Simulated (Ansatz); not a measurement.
# What DFT gives for CoReAs

```yaml
crystal:
  lattice:
    - [6.22005, 0.00000, 0.00000]
    - [-3.11002, 5.38672, 0.00000]
    - [0.00000, 0.00000, 3.51970]
  atoms:
    - { symbol: Co, position: [0.25570, 0.00000, 0.00000] }
    - { symbol: Co, position: [0.74430, 0.74430, 0.00000] }
    - { symbol: Co, position: [0.00000, 0.25570, 0.00000] }
    - { symbol: As, position: [0.33330, 0.66670, 0.00000] }
    - { symbol: As, position: [0.66670, 0.33330, 0.00000] }
    - { symbol: As, position: [0.00000, 0.00000, 0.50000] }
    - { symbol: Re, position: [0.59000, 0.00000, 0.50000] }
    - { symbol: Re, position: [0.41000, 0.41000, 0.50000] }
    - { symbol: Re, position: [0.00000, 0.59000, 0.50000] }
```

The numbers come from plane-wave PAW DFT (Ansatz): PBE, no spin polarisation, 420 eV, 6×6×10 Γ-centred k points, fermi-dirac occupations (width 0.0428 eV). Nothing was relaxed.

(1) Give the Bader charges.

(2) Which atom feels the largest force, and which way?

(3) What do density and ELF say about some of the short contacts?

(4) Metal or insulator?

Origin: a known structure type with other elements, at an estimated volume, so it need not be a known compound. Caveats: no spin polarisation, so a magnetic state may lie lower.

## Answers

(1) Bader charges in e: Co +0.08, Re +0.29, As -0.39 to -0.32. In the mean Re gives up most and As takes most.

(2) The largest is on Re7 (and as large on other atoms): 0.30 eV/Å, components (0.30, 0.00, 0.00). It makes 0° with the line to a nearest neighbour, As6 at 2.55 Å, pointing towards it.

(3) Co–As at 2.35 Å: least valence density 0.51 e/Å³ and ELF 0.41 there. As–Re at 2.55 Å: least valence density 0.53 e/Å³ and ELF 0.52 there. Co–Re at 2.72 Å: least valence density 0.33 e/Å³ and ELF 0.35 there. Both are smooth PAW fields, read partly inside the augmentation spheres.

(4) It is a metal, with about 10 states/eV a cell as the mean within 0.25 eV of the Fermi level, mostly Co d (49 %) and Re d (44 %).
